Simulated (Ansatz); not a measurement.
Input:

LaSi:
Space group Pnma (No. 62); a = 8.3042 Å, b = 3.9264 Å, c = 5.9416 Å, α = β = γ = 90.00°

```csv
atom,site,symmetry,x,y,z
La,4c,.m.,0.1792,0.2500,0.1119
Si,4c,.m.,0.0332,0.2500,0.6170
```

This is the LDA-relaxed structure.

All from the program Ansatz at the LDA level (PAW), unless another level is named. Give the electronic character.

metallic (no gap).

What about the density of states at the Fermi level?

0.89 states/eV per atom (mean over ±0.08 eV).

Next, the formation energy from the elements (no fitted shifts)?

-753 meV/atom.

The workflow started from an entry of the Crystallography Open Database (COD). Whether it is the stable phase at ambient conditions was not checked. Symmetry was held in the LDA relaxation; of distortions, only those at the zone centre were tested. The references are the lowest solids computed at this level, not always the standard phases. Spin–orbit coupling is left out wherever it is not named.

Potentials: the later of the program's two PAW sets.
